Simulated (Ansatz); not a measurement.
Values for one crystal, relaxed and computed with DFT-r²SCAN in the program Ansatz with PAW potentials; other levels are named.

* **Volume per atom**: 10.58 Å³
* **Electronic character**: metallic (no gap)
* **Formation energy from the elements (no fitted shifts)**: 1.25 eV/atom
* **Bulk modulus (Birch–Murnaghan fit)**: 3360 kbar
* **Pressure derivative B′**: 4.8
* **Gap with spin–orbit coupling**: none (metallic)
* **Density of states at the Fermi level**: 0.66 states/eV per atom (mean over ±0.08 eV)

Q: Pick the material that matches.
(A) IrC, P-6m2 (Ir on 1a, C on 1d)
(B) SiSnGeC, R3m (C on 3a, Si on 3a, Ge on 3a, Sn on 3a)
(C) ZnSe, P-6m2 (Zn on 1a, Se on 1f)
(D) TiC, P6_3/mmc (Ti on 2c, C on 2d)

A: A, IrC, P-6m2 (Ir on 1a, C on 1d)

The start of the workflow was typed in or built on a structure type; neither database checked (COD, Materials Project) lists it. Whether it is the stable phase at ambient conditions was not checked. Symmetry was held in the r²SCAN relaxation; its stability against distortions is not shown here. The run is not spin-polarised. Its formation energy is positive at this level, so the cell may be metastable or incomplete. The references are the lowest solids computed at this level, not always the standard phases. Scalar-relativistic: spin–orbit coupling is off unless named, which matters more the heavier the elements.

Potentials: the earlier of the program's two PAW sets.
